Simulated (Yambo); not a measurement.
N: sweep of GW parameters

G0W0@PBEsol for N (space group P4_2/mnm, No. 136) in Yambo. Reference settings: 4×4×2 Γ-centred k mesh, 158 bands and a 8 Ry block in the screening, 158 bands in G with the Bruneval-Gonze terminator, plasmon pole fitted at 27.2 eV. The PBEsol gap A → Γ on this mesh is 6.85 eV; G0W0 gaps are taken between the same points.

```tsv
change from the reference	G0W0 gap A → Γ (eV)	shift of the valence edge (eV)	rough Yambo cost
reference settings	13.20	-3.06	1
54 bands in W, 54 bands in G	13.29	-2.92	about 1/5
54 bands in G	13.23	-3.07	–
97 bands in G	13.21	-3.07	–
69 bands in W	13.24	-2.95	about 1/4
1 Ry block	14.13	-3.67	about 1/4
7 Ry block	13.20	-3.03	about 1/2
pole fitted at 40 eV	13.28	-3.14	–
no random integration	13.10	-2.92	–
2×2×2 mesh	13.16	-2.99	about 1/10
54 bands in G, no terminator	13.26	-2.56	–
97 bands in G, no terminator	13.23	-2.78	–
no terminator	13.21	-2.91	–
```

The reference isn't shown to be the converged limit. Costs are rough (shared machines), scaled to the same edge states, and given only for runs that recompute the screening.

Geometry of the Materials Project entry, not relaxed at this level; primitive cell a = 4.084 Å, b = 4.084 Å, c = 5.346 Å, α = 90.00°, β = 90.00°, γ = 90.00°.

The structure is a Materials Project entry; no match was found in the copy of COD used, and its stability was not checked.

A shift is the quasiparticle energy of the state minus its PBEsol energy.

The distance between layers or molecules is the database entry's, not relaxed here. Functionals without dispersion can leave it too large, which widens gaps and weakens the response across layers: the numbers belong to this cell.
